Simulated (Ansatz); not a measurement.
Does relaxation matter for the field gradients of TiO2 with phosphorus replacing O?

Start: a supercell of TiO2 (rutile type, P4_2/mnm) built from an entry of the Crystallography Open Database (COD), with all atoms left at the host's positions.

```cif
data_Ti12PO23
_symmetry_space_group_name_H-M 'Pmm2'
_symmetry_Int_Tables_number 25
_cell_length_a 6.4944
_cell_length_b 8.8722
_cell_length_c 6.4944
_cell_angle_alpha 90.000
_cell_angle_beta 90.000
_cell_angle_gamma 90.000
loop_
_atom_site_label
_atom_site_type_symbol
_atom_site_symmetry_multiplicity
_atom_site_Wyckoff_symbol
_atom_site_fract_x
_atom_site_fract_y
_atom_site_fract_z
Ti1 Ti 1 a 0.0000 0.0000 0.0000
Ti2 Ti 2 g 0.0000 0.3333 0.0000
Ti4 Ti 1 c 0.5000 0.0000 0.5000
Ti5 Ti 2 h 0.5000 0.3333 0.5000
Ti7 Ti 2 g 0.0000 0.1667 0.5000
Ti8 Ti 1 b 0.0000 0.5000 0.5000
Ti10 Ti 2 h 0.5000 0.1667 0.0000
Ti11 Ti 1 d 0.5000 0.5000 0.0000
P P 1 a 0.0000 0.0000 0.3050
O14 O 2 g 0.0000 0.3333 0.3050
O16 O 1 c 0.5000 0.0000 0.8050
O17 O 2 h 0.5000 0.3333 0.8050
O19 O 4 i 0.3050 0.1667 0.5000
O20 O 2 f 0.3050 0.5000 0.5000
O22 O 4 i 0.8050 0.1667 0.0000
O23 O 2 f 0.8050 0.5000 0.0000
O25 O 1 a 0.0000 0.0000 0.6950
O26 O 2 g 0.0000 0.3333 0.6950
O28 O 1 c 0.5000 0.0000 0.1950
O29 O 2 h 0.5000 0.3333 0.1950
```

One atom of each set is listed; the run and its k-mesh use a cell of 36 atoms with edges of 6.49, 6.49, 8.87 Å.

The numbers come from a DFT calculation in Ansatz (PBE, plane waves and PAW, scalar-relativistic, 420 eV cutoff, Γ-centred 3×3×2 k-points, Fermi–Dirac smearing 0.01 eV, cell charge -1).

The largest force at the start is 7.8 eV/Å. Relaxing the ions at fixed cell moves them by 0.262 Å at most (atom 1, Ti) and 0.113 Å rms.

```
site  moved (Å)                 first shell before                  first shell after  V_zz before (10²¹ V/m²)  η before
 Ti1      0.262  5 O at 1.95–1.98 Å, 1 P at 1.98 Å  5 O at 1.85–2.00 Å, 1 P at 2.13 Å                    -2.98      0.95
 Ti2      0.072                 6 O at 1.95–1.98 Å                 6 O at 1.91–2.00 Å                    -2.01      0.35
 Ti4      0.001                 6 O at 1.95–1.98 Å                 6 O at 1.96–1.98 Å                    -2.50      0.48
 Ti7      0.233  5 O at 1.95–1.98 Å, 1 P at 1.95 Å  5 O at 1.86–2.00 Å, 1 P at 2.25 Å                    -4.57      0.75
 Ti8      0.025                 6 O at 1.95–1.98 Å                 6 O at 1.88–1.98 Å                    -2.74      0.56
Ti10      0.037                 6 O at 1.95–1.98 Å                 6 O at 1.93–1.99 Å                    -1.86      0.02
Ti11      0.025                 6 O at 1.95–1.98 Å                 6 O at 1.91–1.98 Å                    -2.08      0.16
   P      0.116                3 Ti at 1.95–1.98 Å                3 Ti at 2.13–2.25 Å                     7.59      0.31
 O16      0.003                3 Ti at 1.95–1.98 Å                3 Ti at 1.93–1.98 Å                    -2.52      0.98
 O19      0.096                3 Ti at 1.95–1.98 Å                3 Ti at 1.93–2.00 Å                     2.01      0.96
 O20      0.039                3 Ti at 1.95–1.98 Å                3 Ti at 1.95–1.98 Å                     2.27      0.95
 O25      0.127                3 Ti at 1.95–1.98 Å                3 Ti at 1.85–1.86 Å                     2.30      0.51
 O26      0.179                3 Ti at 1.95–1.98 Å                3 Ti at 1.88–2.00 Å                     2.08      0.81
 O28      0.020                3 Ti at 1.95–1.98 Å                3 Ti at 1.96–1.99 Å                     2.33      0.91
 O29      0.057                3 Ti at 1.95–1.98 Å                3 Ti at 1.93–1.98 Å                    -2.53      0.96
```

(1) How do the gradients change?

## Answers

(1) 

| site | V_zz after | η after | change of V_zz |
| --- | --- | --- | --- |
| Ti1 | -10.21 | 0.16 | -7.23 |
| Ti2 | -1.37 | 0.64 | +0.64 |
| Ti4 | -2.17 | 0.62 | +0.33 |
| Ti7 | -5.45 | 0.46 | -0.88 |
| Ti8 | 3.71 | 0.00 | – |
| Ti10 | -2.17 | 0.80 | -0.31 |
| Ti11 | -1.51 | 0.17 | +0.57 |
| P | 8.30 | 0.99 | +0.71 |
| O16 | 3.10 | 0.72 | – |
| O19 | -2.21 | 0.97 | – |
| O20 | -2.36 | 0.95 | – |
| O25 | -1.66 | 0.98 | – |
| O26 | 2.97 | 0.05 | +0.89 |
| O28 | -1.63 | 0.94 | – |
| O29 | -2.46 | 0.90 | +0.07 |

The largest change of V_zz along a kept axis is on Ti1, from -2.98 to -10.21. Where |V_zz| stays above 0.1 and the axes keep their order, η moves most on Ti1, from 0.95 to 0.16. On Ti4, Ti11 V_xx and V_yy change places (or their axes turn by over 50°), so the two values of η hide a larger change. On Ti8, O16, O28, O25, O20, O19 the largest principal value lies along another axis in the second run, so the two V_zz can't be compared directly. The table leaves out 5 of the 20 sites, with |V_zz| up to 2.83; their tensors move by 1.21 at most along any direction. The statements above cover all sites. The host's own positions weren't relaxed first, so part of the change far from the defect can be the host's relaxation.

The defect repeats with the cell of 36 atoms, so it feels its images: sites between two images don't show the values beside a lone defect, and zeros or small values of η there can come from the images' arrangement. O and Ti carry a gradient in the pure host already, so the values there aren't the defect's effect alone. A uniform background compensates the cell's charge.
Before: The cell keeps the host's lattice, where the PBE pressure is 15 GPa (in a charged cell this depends on the convention for the mean potential). The neighbours have not yet relaxed around the defect (largest force 7.8 eV/Å), so the values at and beside it are those of a strained start, not of the defect in a real crystal.
After: The relaxation keeps the site symmetry mm2 of the start, so the impurity can move only along its axis; a start off the site could end lower. The cell keeps the host's lattice, where the PBE pressure is 12 GPa (in a charged cell this depends on the convention for the mean potential).
